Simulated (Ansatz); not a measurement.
CoMo (L1₀ or tetragonal B2, space group No. 123), a = b = 2.642 Å, c = 3.706 Å, α = β = γ = 90.00°.

Relaxed with PBE in the plane-wave PAW code Ansatz. Indices refer to the conventional cell of P4/mmm, a = 2.6421 Å, b = 2.6421 Å, c = 3.7064 Å, α = 90.00°, β = 90.00°, γ = 90.00°.

Problem. Simulate the powder diffraction pattern (Ag Kα, λ = 0.560885 Å; lines above 1 %) up to 2θ = 30°.

Solution. Simulated powder pattern, Ag Kα, λ = 0.560885 Å (kinematic, ideal powder, no thermal factors, no anomalous dispersion; the 30 strongest lines at most, above 1 %, up to 2θ = 30°):

```
2θ (°)  d (Å)  I/Imax (%)    hkl
------  -----  ----------  -----
8.68    3.706         5.0  (001)
12.19   2.642         4.3  (100)
14.98   2.151         100  (101)
17.27   1.868          33  (110)
17.41   1.853          16  (002)
19.35   1.668         2.6  (111)
21.30   1.517         2.0  (102)
24.51   1.321          11  (200)
24.61   1.316          22  (112)
26.05   1.244         1.2  (201)
27.46   1.182         1.0  (210)
28.85   1.126          26  (211)
29.02   1.119          13  (103)
```

The start of the workflow was typed in or built on a structure type; neither database checked (COD, Materials Project) lists it. Whether it is the stable phase at ambient conditions was not checked. The PBE relaxation kept the symmetry of its start; whether a distortion lowers the energy is not shown. The workflow began spin-polarised and lost its moments. Axis ratios of metals converge slowly with the k-mesh, so a and c are less sure than the volume.

Potentials: the later of the program's two PAW sets.
